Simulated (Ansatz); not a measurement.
Al:
```xyz
4
Lattice="-4.0682 4.0682 1.3594 4.0682 -4.0682 1.3594 4.0682 4.0682 -1.3594" Properties=species:S:1:pos:R:3 pbc="T T T"
Al     2.8706    -1.1976     1.3594
Al     1.1976     5.2658     0.0000
Al     1.1976     2.8706     1.3594
Al     2.8706     1.1976     0.0000
```

Relaxed with r²SCAN.

Q: Map the valence electron density (e/Å³), cut off at 0.2 on the plane through (0.853, 0.647, 0.500) spanned by u = [1, 1, 0] and v = [1, -1, 0] in lattice vectors, from DFT-r²SCAN in the program Ansatz with PAW potentials.

A: x is the fraction of u, y of v (the angle between them is 90°; rows are the nearest grid lines); atoms in the plane: Al at (0.00, 0.00), Al at (0.50, 0.50), Al at (0.00, 0.29), Al at (0.50, 0.79).
```
|00037999999973000|
|55799999999999755|
|99999999999999999|
|99999999999999999|
|99999621012699999|
|99998410001489999|
|99999753235799999|
|77888888888888877|
|55555555555555555|
|77778888888887777|
|99999999899999999|
|99998410001489999|
|99998420002489999|
|99999999999999999|
|99999999999999999|
|77999999999999977|
|00037999999973000|
|23579999999997532|
|88999999999999988|
|66666666666666666|
|66666666666666666|
|89999999999999998|
|34689999999998643|
|00037999999973000|
```
Scale: ten equal steps from 0.059 (start of '0') to 0.200 (end of '9'), in the order '0123456789'; x runs from 0.000 to 1.00, y from 0.000 (bottom) to 1.00 (top).

The density is the valence pseudo-density with augmentation charge, so density and ELF within about 1 Å of a nucleus are not all-electron values.

Space group I4/mcm. The start of the workflow was typed in or built on a structure type; neither database checked (COD, Materials Project) lists it. It is not the phase usual at ambient conditions (space group No. 225). The cell was relaxed with r²SCAN under the symmetry of its start; its stability against distortions is not shown here.

Potentials: the later of the program's two PAW sets.
